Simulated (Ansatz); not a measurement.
Ta2O5 in space group Pmmm (No. 47; Pearson symbol oP7) under volume change, the program Ansatz at the PBEsol level (PAW), shape and atoms relaxed at each volume.

| V (Å³/atom) | E − E(relaxed) (meV/atom) | P (GPa) |
|---|---|---|
| 11.836 | 81.5 | 24.35 |
| 12.226 | 34.1 | 14.83 |
| 12.616 | 8.0 | 6.78 |
| 13.006 | 0.0 | 0.00 |
| 13.396 | ___ | ___ |
| 13.787 | 27.1 | -10.51 |
| 14.177 | ___ | ___ |

### Question
What belongs in the gaps?

### Answer

- 14.177, E − E(relaxed) (meV/atom): 57.7
- 14.177, P (GPa): -14.51
- 13.396, E − E(relaxed) (meV/atom): 7.2
- 13.396, P (GPa): -5.72

### Question
What does a third-order Birch–Murnaghan fit give for V₀, B₀ and B′?

### Answer
V₀ = 13.01 Å³/atom, B₀ = 207 GPa, B′ = 4.7.

The first step of the workflow began from a Materials Project structure, measured or hypothetical; the Crystallography Open Database copy checked does not list it. COD files the formula under space group No. 49, so this cell is another polymorph or a model. Its standing as an ambient phase is unchecked. The cell was relaxed with PBEsol under the symmetry of its start. At this level the phase is dynamically unstable (imaginary phonons). No spin polarisation was allowed. Spin–orbit coupling is left out wherever it is not named.

Potentials: the earlier of the program's two PAW sets.
